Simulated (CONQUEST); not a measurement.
Worked example: self-consistent single point of Si (P6_3/mmc, 8 atoms in the cell; from Materials Project mp-165, changed as shown) in CONQUEST.

Level of theory: LDA (PW92), numerical atomic orbitals double-zeta with polarisation (the shipped basis), PseudoDojo norm-conserving potentials made for LDA in CONQUEST 1.3.

The change in words: lattice scaled by 0.98. Reference geometry (P6_3/mmc):
```
CELL_PARAMETERS angstrom
      3.92404     0.00000     0.00000
      0.00000     6.79663     0.00000
      0.00000     0.00000     6.48587
ATOMIC_POSITIONS crystal
  Si 0.00000 0.33333 0.06301
  Si 0.50000 0.16667 0.93699
  Si 0.50000 0.16667 0.56301
  Si 0.00000 0.33333 0.43699
  Si 0.50000 0.83333 0.06301
  Si 0.00000 0.66667 0.93699
  Si 0.00000 0.66667 0.56301
  Si 0.50000 0.83333 0.43699
```

Reference input (self-consistent single point, DFT, LDA (PW92), numerical atomic orbitals double-zeta with polarisation (the shipped basis), PseudoDojo norm-conserving potentials made for LDA): basis = DZP; Diag.MPMeshX, Y, Z = 10 6 6; potentials = PseudoDojo norm-conserving LDA; Grid.GridCutoff = 70 Ha; DM.SolutionMethod = diagon; Diag.kT = 0.000735 Ha; Diag.GammaCentred = true; minE.SCTolerance = 1.0e-07; SC.MaxIters = 100; SC.LinearMixingFactor = 0.5; AtomMove.TypeOfRun = static. This run's input differs from it in these lines:

```diff
@@ -27,5 +27,5 @@
 # file: input.coords
-     7.415357123      0.000000000      0.000000000
-     0.000000000     12.843774940      0.000000000
-     0.000000000      0.000000000     12.256516090
+     7.267049527      0.000000000      0.000000000
+     0.000000000     12.586898798      0.000000000
+     0.000000000      0.000000000     12.011386486
 8
```

Log, with long lists cut:

```
    new_SC_potl: Starting.  Tolerance:  0.10000E-06

    PulayMixSC: Starting Pulay mixing, A_up =  0.500 A_dn =  0.500
    PulayMixSC: Spin non-polarised calculation.
          Harris-Foulkes Energy            :       -34.090375115304724 Ha
          (TS=0 as O(N) or entropic contribution is negligible)
          DFT Total Energy                 :       -34.055889836179027 Ha
          Total number of electrons        :        31.999999999999922
    PulayMixSC: Pulay iteration     1 residual:              0.42700E-02
          Harris-Foulkes Energy            :       -34.067239014461400 Ha
   [... lines left out ...]
          Total number of electrons        :        32.000090229847444
    PulayMixSC: Pulay iteration     6 residual:              0.89604E-06
          Harris-Foulkes Energy            :       -34.063539603002525 Ha
          GroundState Energy (E-(1/2)TS)   :       -34.063539621509449 Ha
          Free Energy (E-TS)               :       -34.063539640016380 Ha
          DFT Total Energy                 :       -34.063539603001502 Ha
          Total number of electrons        :        32.000090196928625
    PulayMixSC: Pulay iteration     7 residual:              0.26850E-07
    PulayMixSC: Reached SCF tolerance of  0.26850E-07 after      7 iterations
      | Number of electrons      =        32.000090
      |* band energy as 2Tr[K.H] =       -12.607264161359751 Ha
      |  screened ion-ion energy =       -21.488668142245380 Ha
      |  Ha correction           =        -0.499815578654481 Ha
      |  XC correction           =         0.532208230452593 Ha
      | GS Energy as E-(1/2)TS   =       -34.063539621509449 Ha
      | Free Energy as E-TS      =       -34.063539640016380 Ha
      |* Harris-Foulkes energy   =       -34.063539603002525 Ha
      |* DFT total energy        =       -34.063539603001502 Ha
      |  estimated accuracy      =        -0.000000000001023 Ha

    force: Forces on atoms (Ha/a0)
    force:  Atom   X              Y              Z
   [... lines left out ...]
    force: Maximum force :        0.00005922(Ha/a0) on atom         7 in z direction
   [... lines left out ...]
    force: Force Residual:        0.00007277 Ha/a0
    force: Total stress:          1.99742440    -0.00000000     0.00000000 GPa
                             0.00000000     2.07329744     0.00000000
                             0.00000000     0.00000000     1.81239503
    force: Average pressure:     -1.96103896 GPa

    force: Finished force
    get_E_and_F: Change in energy during last step of electronic optimisation:  0.28847E-08
```

The run converged in 7 iterations. CONQUEST prints the stress tensor with tension positive. Against the reference run the free energy drops by 35.0 meV/atom, the pressure goes from -6.60 to -1.96 GPa and the gap on the mesh goes from 0.455 to 0.343 eV.

The program uses no crystal symmetry, so grid and mesh can part values that symmetry would make equal. The atom-centred basis is finite, which shifts total energies, pressures and gaps against plane waves. The structure comes from a collection of computed structures, made at another level of theory; the collection holds predicted forms beside known ones. Its lattice was then scaled.

Cost on one core: very roughly 3 core-minutes.
